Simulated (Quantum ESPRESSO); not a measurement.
# Si3BC3N: a curve over strain

A calculation, not a measurement. The program is pw.x of Quantum ESPRESSO 7.5 (plane-wave density functional theory). The cell is made up: 8 atoms on a zincblende/diamond lattice, with randomly drawn elements, strain and displacements, not relaxed. PseudoDojo standard norm-conserving files (v0.5 for PBE, v0.4.1 for LDA and PBEsol) set the functional; there is no spin polarisation, spin-orbit coupling or dispersion term, and the masses in the input are unused placeholders.

Seven runs add a strain to one cell (along z); the atoms follow the cell and are not relaxed. Stress in the table is positive in tension.

Input of the run at -0.0019:

```
&control calculation='scf', pseudo_dir='./dojo.nc.sr.pbe.v0_5.standard.upf', outdir='./o', disk_io='medium', tprnfor=.true., tstress=.true. /
&system ibrav=0, nat=8, ntyp=4, nbnd=22, ecutwfc=84.00895049, nosym=.true., tot_charge=0,
 occupations='smearing', smearing='fd', degauss=0.0018374661
/
&electrons conv_thr=7.350e-09, electron_maxstep=60, /
ATOMIC_SPECIES
B 1.0 B.upf
C 1.0 C.upf
N 1.0 N.upf
Si 1.0 Si.upf
CELL_PARAMETERS angstrom
4.3592 -0.0231 0.0347
-0.0231 4.3912 -0.0174
0.0348 -0.0174 4.3995
ATOMIC_POSITIONS angstrom
Si 0.0089 -0.0387 -0.0311
Si 0.0027 2.19 2.1729
B 2.1867 0.0006 2.2007
Si 2.1874 2.21 0.0501
C 1.0727 1.0503 1.1102
C 1.091 3.2577 3.3548
N 3.3472 1.0439 3.328
C 3.281 3.3013 1.0789
K_POINTS automatic
4 4 4 1 1 1
```

```
added strain  free energy less that of the input shown (eV)  stress xx (GPa)  stress yy (GPa)  stress zz (GPa)  stress xy (GPa)  pressure (GPa)  next band up at Gamma (eV)  iterations
     -0.0231                                        -0.1863            16.10            17.23            13.17            -3.56          -15.50                       1.281          13
     -0.0183                                        -0.1511            16.49            17.60            14.79            -3.55          -16.29                       1.275          13
     -0.0152                                        -0.1264            16.74            17.83            15.84            -3.54          -16.80                       1.269          13
     -0.0019                                         0.0000            17.68            18.70            20.27            -3.52          -18.88                       1.241          13
     +0.0020                                         0.0428            17.93            18.93            21.55            -3.51          -19.47                       1.231          13
     +0.0134                                         0.1831            18.57            19.52            25.24            -3.49          -21.11                       1.198          13
     +0.0156                                         0.2126            18.69            19.62            25.95            -3.48          -21.42                       1.192          13
```

A cubic fit gives a slope of stress zz against the added strain of 328 GPa at zero added strain, with the atoms clamped. Across the table the free energy follows the integral of the stress to within 1.1 meV. A rerun of one of the cells at 1437 eV and a 6 x 6 x 6 mesh moved values by no more than 0.005 eV in energy, 0.03 GPa in stress and 0.002 eV/Å in force. The band column is the level of band 17 at Gamma less that of band 16, whose number is half the electron count, rounded up; it comes from a band step after each run.